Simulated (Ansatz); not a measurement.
TaAg:
```yaml
crystal:
  lattice:
    - [1.34285, -5.74507, 0.00000]
    - [1.34285, 5.74507, 0.00000]
    - [0.00000, 0.00000, 4.52888]
  atoms:
    - { symbol: Ta, position: [0.68200, 0.31800, 0.25000] }
    - { symbol: Ag, position: [0.93644, 0.06356, 0.25000] }
    - { symbol: Ta, position: [0.31800, 0.68200, 0.75000] }
    - { symbol: Ag, position: [0.06356, 0.93644, 0.75000] }
```

Relaxed with r²SCAN.

### Question
Map the electron localisation function on the plane through (0.682, 0.318, 0.250) spanned by u = [1, 1, 0] and v = [1, -1, 0] in lattice vectors, from the program Ansatz at the r²SCAN level (PAW).

### Answer
x is the fraction of u, y of v (the angle between them is 90°; rows are the nearest grid lines); atoms in the plane: Ta at (0.00, 0.00), Ta at (0.50, 0.50), Ag at (0.00, 0.25), Ag at (0.50, 0.75).
```
|  +%%*=---=*%%+  |
|%%%#+::---::+#%%%|
|++-:..:-=-:..:-++|
|...:---------:...|
|:::::--===--:::::|
|..:-=+*%%%*+=-:..|
|..:-=+#@@@#+=-:..|
|...:-==+++==-:...|
|--:::::::::::::--|
|=--:.. ... ..:--=|
|=-:..:-=+=-:..:-=|
|=--+#%#+=+#%#+--=|
|---+#%#+-+#%#+---|
|=-:..:-+++-:..:-=|
|==-:..     ..:-==|
|:::::::::::::::::|
|+++==-:...:-==+++|
|@@#+=-:...:-=+#@@|
|##*+=-:...:-=+*##|
|--:::..:::..:::--|
|:::::---=---:::::|
|+=-:..:-=-:..:-=+|
|%%%#=::-=-::=#%%%|
|  +%%*=---=*%%+  |
```
Scale: ten equal steps from 0.017 (start of ' ') to 0.875 (end of '@'), in the order ' .:-=+*#%@'; x runs from 0.000 to 1.00, y from 0.000 (bottom) to 1.00 (top).

The density is the valence pseudo-density with augmentation charge, so density and ELF within about 1 Å of a nucleus are not all-electron values.

Space group Cmcm. The start of the workflow was typed in or built on a structure type; neither database checked (COD, Materials Project) lists it. Its standing as an ambient phase is unchecked. Symmetry was held in the r²SCAN relaxation; whether a distortion lowers the energy is not shown. The run is not spin-polarised. Its formation energy is positive at this level, so the cell may be metastable or incomplete. Spin–orbit coupling is left out wherever it is not named.

Potentials: the earlier of the program's two PAW sets.
